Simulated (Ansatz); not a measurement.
# Nb₃Sn: computed property card

Nb₃Sn:
```
CELL_PARAMETERS angstrom
      0.00000     3.34349     3.34349
      3.34349     0.00000     3.34349
      3.34349     3.34349     0.00000
ATOMIC_POSITIONS crystal
  Sn 0.00000 0.00000 0.00000
  Nb 0.50000 0.50000 0.50000
  Nb 0.25000 0.25000 0.25000
  Nb 0.75000 0.75000 0.75000
```

Space group Fm-3m (No. 225); conventional cell a = 6.6870 Å, b = 6.6870 Å, c = 6.6870 Å, α = 90.00°, β = 90.00°, γ = 90.00°.

Method: DFT-r²SCAN in the program Ansatz with PAW potentials. The cell and atoms are relaxed at this level. Other levels are named where they apply.

Cell and energy:

```
Property                                                        Value
-----------------------------------------------------  --------------
Volume per atom                                              18.69 Å³
Density                                                    8.83 g/cm³
Formation energy from the elements (no fitted shifts)  -0.040 eV/atom
```

Electronic structure:

```
Item                                                                        Value
------------------------------------  -------------------------------------------
Electronic character                                            metallic (no gap)
Density of states at the Fermi level  1.2 states/eV per atom (mean over ±0.08 eV)
Gap with spin–orbit coupling                                      none (metallic)
```

Mechanics:

```
Property                                                               Result
-------------------------------------  --------------------------------------
Bulk modulus (Birch–Murnaghan fit)                                    170 GPa
Pressure derivative B′                                                    4.2
Elastic constants (relaxed ions, GPa)        C11 = 148, C12 = 181, C44 = 56.8
Mechanical stability                   unstable (C has a negative eigenvalue)
```

Charges:

```
Item                                   Value
-------------  -----------------------------
Bader charges  Sn -0.77, Nb +0.01 to +0.38 e
```

A made-up cell: these elements were put on the sites of a structure type; neither database checked (COD, Materials Project) lists it. It is not the phase usual at ambient conditions (space group No. 223). The cell was relaxed with r²SCAN under the symmetry of its start. No spin polarisation was allowed. As this level gives no gap, shear constants depend on the k-mesh and smearing (Fermi–Dirac, 0.1 eV here). The references are the lowest solids computed at this level, not always the standard phases. Scalar-relativistic: spin–orbit coupling is off unless named, which matters more the heavier the elements.

Potentials: the later of the program's two PAW sets.
